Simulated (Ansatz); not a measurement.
Co3BIr:
```
CELL_PARAMETERS angstrom
      3.80435     0.00000     0.00000
      0.00000     3.80435     0.00000
      0.00000     0.00000     3.80435
ATOMIC_POSITIONS crystal
  Co 0.50000 0.50000 0.00000
  Co 0.00000 0.50000 0.50000
  Co 0.50000 0.00000 0.50000
  Ir 0.00000 0.00000 0.00000
  B  0.50000 0.50000 0.50000
```
The run is spin-polarised; directions of the spins, atom by atom: ↑ ↑ ↑ ↑ 0.

Relaxed with PBE.

Question: Which orbitals make up the states near the Fermi level in the program Ansatz at the PBE level (PAW)?

Answer: Within 0.5 eV of the Fermi level: Co 3d 69 %, Ir 5d 23 %. Projections are on Löwdin-orthogonalised atomic valence shells; empty p or d shells of many metals are not among them.

Question: Tabulate the density of states.

Answer: States/eV per cell of 5 atoms, in 0.25 eV bins, energy from the Fermi level.

| E (eV) | total | Co 3d | Ir 5d | B 2p |
|---|---|---|---|---|
| -7.85 | 0.12 | 0.02 | 0.01 | 0.01 |
| -7.60 | 0.06 | 0.01 | 0.00 | 0.01 |
| -7.35 | 0.03 | 0.00 | 0.00 | 0.00 |
| -7.10 | 0.20 | 0.01 | 0.01 | 0.07 |
| -6.85 | 0.75 | 0.10 | 0.05 | 0.27 |
| -6.60 | 1.75 | 0.38 | 0.13 | 0.65 |
| -6.35 | 2.94 | 0.77 | 0.22 | 1.01 |
| -6.10 | 2.97 | 0.82 | 0.22 | 0.93 |
| -5.85 | 1.83 | 0.55 | 0.15 | 0.56 |
| -5.60 | 1.21 | 0.39 | 0.14 | 0.43 |
| -5.35 | 1.41 | 0.49 | 0.17 | 0.47 |
| -5.10 | 2.58 | 1.02 | 0.52 | 0.60 |
| -4.85 | 3.74 | 1.73 | 0.58 | 0.62 |
| -4.60 | 6.88 | 3.60 | 1.39 | 1.11 |
| -4.35 | 3.70 | 1.69 | 1.02 | 0.37 |
| -4.10 | 7.00 | 3.56 | 1.71 | 1.02 |
| -3.85 | 5.93 | 3.12 | 2.26 | 0.23 |
| -3.60 | 5.15 | 2.78 | 1.97 | 0.14 |
| -3.35 | 6.75 | 3.49 | 2.53 | 0.26 |
| -3.10 | 9.63 | 6.17 | 2.49 | 0.38 |
| -2.85 | 5.32 | 3.52 | 1.20 | 0.23 |
| -2.60 | 8.17 | 5.82 | 1.74 | 0.22 |
| -2.35 | 7.92 | 5.74 | 1.25 | 0.35 |
| -2.10 | 8.56 | 6.85 | 0.84 | 0.36 |
| -1.85 | 5.30 | 4.50 | 0.42 | 0.08 |
| -1.60 | 4.99 | 4.09 | 0.60 | 0.04 |
| -1.35 | 8.59 | 6.83 | 1.48 | 0.03 |
| -1.10 | 9.69 | 6.83 | 2.53 | 0.03 |
| -0.85 | 8.56 | 6.37 | 1.82 | 0.08 |
| -0.60 | 5.89 | 3.98 | 1.51 | 0.10 |
| -0.35 | 5.16 | 3.45 | 1.31 | 0.10 |
| -0.10 | 6.18 | 4.14 | 1.56 | 0.15 |
| 0.15 | 6.75 | 4.72 | 1.57 | 0.17 |
| 0.40 | 6.86 | 5.04 | 1.35 | 0.20 |
| 0.65 | 5.19 | 3.21 | 1.19 | 0.38 |
| 0.90 | 3.43 | 1.94 | 0.75 | 0.38 |
| 1.15 | 2.58 | 1.37 | 0.55 | 0.35 |
| 1.40 | 2.42 | 1.16 | 0.37 | 0.49 |
| 1.65 | 1.94 | 0.81 | 0.25 | 0.53 |
| 1.90 | 1.56 | 0.55 | 0.18 | 0.52 |
| 2.15 | 1.56 | 0.52 | 0.17 | 0.51 |
| 2.40 | 1.14 | 0.40 | 0.12 | 0.35 |
| 2.65 | 1.32 | 0.46 | 0.11 | 0.46 |
| 2.90 | 1.19 | 0.39 | 0.09 | 0.40 |
| 3.15 | 0.86 | 0.25 | 0.07 | 0.28 |
| 3.40 | 1.04 | 0.31 | 0.07 | 0.33 |
| 3.65 | 0.96 | 0.27 | 0.06 | 0.25 |
| 3.90 | 1.14 | 0.30 | 0.08 | 0.26 |
| 4.15 | 1.08 | 0.26 | 0.07 | 0.24 |
| 4.40 | 1.02 | 0.23 | 0.04 | 0.20 |
| 4.65 | 1.15 | 0.25 | 0.04 | 0.23 |

Space group Pm-3m. The start of the workflow was typed in or built on a structure type; neither database checked (COD, Materials Project) lists it. Its standing as an ambient phase is unchecked. Symmetry was held in the PBE relaxation; whether a distortion lowers the energy is not shown. The final state is ferromagnetic, chosen from 5 collinear starts compared on coarse meshes (ties went to the first, and starts can fall back to one state), not a proven ground state. Its formation energy is positive at this level, so the cell may be metastable or incomplete. Spin–orbit coupling is left out wherever it is not named.

Potentials: the earlier of the program's two PAW sets.
